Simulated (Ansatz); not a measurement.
Computed with DFT PBE, scalar-relativistic, plane waves, PAW in Ansatz. All cells share a 420 eV cutoff and Γ-centred k meshes spaced about 0.3 Å⁻¹ or finer (0.25 for metals, 2π included). No spin polarisation.

This relaxed Bi₂Te₂O₃ cell comes from a structure search over trial cells.

```yaml
crystal:
  lattice:
    - [5.81294, -2.15077, -0.14589]
    - [5.81294, 2.15077, -0.14589]
    - [-4.03138, 0.00000, 7.09623]
  atoms:
    - { symbol: Bi, position: [0.11145, 0.11145, 0.85408] }
    - { symbol: Bi, position: [0.88855, 0.88855, 0.14592] }
    - { symbol: Te, position: [0.69469, 0.69469, 0.36674] }
    - { symbol: Te, position: [0.30531, 0.30531, 0.63326] }
    - { symbol: O, position: [0.30746, 0.30746, 0.10813] }
    - { symbol: O, position: [0.69254, 0.69254, 0.89187] }
    - { symbol: O, position: [0.00000, 0.00000, 0.00000] }
```

Wave vectors count in units of this cell's reciprocal vectors.

Question: Is this structure dynamically stable, and if not, what does it turn into?

Answer: No. The phonons on a 2×2×1 q mesh of the computed 7-atom cell go imaginary, to 99i cm⁻¹ at q = (0.00, 0.00, 0.00). (Phonon run: 8×8×6 k mesh, Gaussian smearing of 0.10 eV.) With atoms moved at random and symmetry off, it falls by 43 meV/atom into P1 (No. 1). Conventional cell: a = 4.361 Å, b = 6.035 Å, c = 7.927 Å, α = 110.0°, β = 92.4°, γ = 110.0°. Around Bi on its first site lie 4 O at 2.16–2.40 Å and 2 Te at 3.23–3.36 Å; Bi on its second site has 1 O at 2.15 Å, 3 O at 2.28–2.36 Å, 1 Te at 3.31 Å, 2 Bi at 3.54–3.55 Å and 1 Te at 3.82 Å; Te on its first site has 1 Te at 2.79 Å; O on its first site is surrounded by 3 Bi at 2.16–2.29 Å and 2 O at 2.63–2.65 Å; 3 more sites not described.

```
CELL_PARAMETERS angstrom
4.36066 0.00000 0.00000
-2.06454 5.67061 0.00000
-0.33571 -3.00323 7.32813
ATOMIC_POSITIONS crystal
Bi 0.11162 0.27116 0.84114
Bi 0.85356 0.73773 0.13888
Te 0.73279 0.42528 0.41745
Te 0.47018 0.70574 0.68518
O 0.29012 0.61037 0.08712
O 0.66285 0.36113 0.93076
O 0.87888 0.88859 0.89947
```

Spin–orbit coupling, which can matter for Bi and Te, is left out. Phonons of metals hang on the k mesh and the smearing.
